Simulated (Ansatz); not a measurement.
AlPd:
```cif
data_Al4Pd4
_chemical_formula_sum 'Al4 Pd4'
_space_group_name_H-M_alt 'Cmcm'
_space_group_IT_number 63
_space_group_name_Hall '-C 2c 2'
_cell_length_a 2.79552
_cell_length_b 10.03842
_cell_length_c 4.21542
_cell_angle_alpha 90.000
_cell_angle_beta 90.000
_cell_angle_gamma 90.000
loop_
_space_group_symop_operation_xyz
  'x, y, z'
  '-x, -y, -z'
  '-x, -y, z+1/2'
  'x, y, -z+1/2'
  'x, -y, -z'
  '-x, y, z'
  '-x, y, -z+1/2'
  'x, -y, z+1/2'
  'x+1/2, y+1/2, z'
  '-x+1/2, -y+1/2, -z'
  '-x+1/2, -y+1/2, z+1/2'
  'x+1/2, y+1/2, -z+1/2'
  'x+1/2, -y+1/2, -z'
  '-x+1/2, y+1/2, z'
  '-x+1/2, y+1/2, -z+1/2'
  'x+1/2, -y+1/2, z+1/2'
loop_
_atom_site_label
_atom_site_type_symbol
_atom_site_symmetry_multiplicity
_atom_site_Wyckoff_symbol
_atom_site_fract_x
_atom_site_fract_y
_atom_site_fract_z
_atom_site_occupancy
Al1 Al 4 c 0.00000 0.34482 0.25000 1
Pd1 Pd 4 c 0.00000 0.08955 0.25000 1
```
(The calculation used a cell of 4 atoms; values per cell refer to that cell.)

Relaxed at zero pressure with plane-wave PAW r²SCAN (Ansatz code).

The volume is raised by 6 % and shape and atoms relax at that volume. What pressure results, and how do the axes share the change?

-7.7 GPa; a 2.2 %, b 2.3 %, c 1.4 %; the energy rises by 23 meV/atom.

Give the new structure.


Space group Cmcm (No. 63); a = 2.857 Å, b = 10.266 Å, c = 4.275 Å, α = β = γ = 90.00°

| atom | site | symmetry | x | y | z |
|---|---|---|---|---|---|
| Al | 4c | m2m | 0.0000 | 0.3465 | 0.2500 |
| Pd | 4c | m2m | 0.0000 | 0.0906 | 0.2500 |

The phase is kept; no other phase was compared at this pressure.

The start of the workflow was typed in or built on a structure type; neither database checked (COD, Materials Project) lists it. Its standing as an ambient phase is unchecked. The r²SCAN relaxation kept the symmetry of its start; its stability against distortions is not shown here. No spin polarisation was allowed. Axis ratios of metals converge slowly with the k-mesh, so a and c are less sure than the volume.

Potentials: the earlier of the program's two PAW sets.
